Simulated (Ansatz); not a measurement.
NiSe:
```cif
data_Ni2Se2
_chemical_formula_sum 'Se2 Ni2'
_space_group_name_H-M_alt 'P63/mmc'
_space_group_IT_number 194
_space_group_name_Hall '-P 6c 2c'
_cell_length_a 3.65002
_cell_length_b 3.65002
_cell_length_c 5.09909
_cell_angle_alpha 90.000
_cell_angle_beta 90.000
_cell_angle_gamma 120.000
loop_
_atom_site_label
_atom_site_type_symbol
_atom_site_symmetry_multiplicity
_atom_site_Wyckoff_symbol
_atom_site_fract_x
_atom_site_fract_y
_atom_site_fract_z
_atom_site_occupancy
Se1 Se 2 c 0.33333 0.66667 0.25000 1
Ni1 Ni 2 a 0.00000 0.00000 0.00000 1
```

Relaxed at zero pressure with DFT-PBEsol in the program Ansatz with PAW potentials.

### Question
The volume is lowered by 9 % and shape and atoms relax at that volume. What pressure results, and how do the axes share the change?

### Answer
16.3 GPa; a -3.0 %, b -3.0 %, c -3.4 %; the energy rises by 62 meV/atom.

### Question
Give the new structure.

### Answer

Space group P6₃/mmc (No. 194); a = b = 3.542 Å, c = 4.927 Å, α = β = 90.00°, γ = 120.00°

```csv
atom,site,symmetry,x,y,z
Se,2c,-6m2,0.3333,0.6667,0.2500
Ni,2a,-3m.,0.0000,0.0000,0.0000
```

The phase is kept; no other phase was compared at this pressure.

Space group P6_3/mmc (NiAs type). The workflow started from an entry of the Crystallography Open Database (COD, 293 K). Whether it is the stable phase at ambient conditions was not checked. The cell was relaxed with PBEsol under the symmetry of its start; of distortions, only those at the zone centre were tested. The workflow began spin-polarised and lost its moments.

Potentials: the later of the program's two PAW sets.
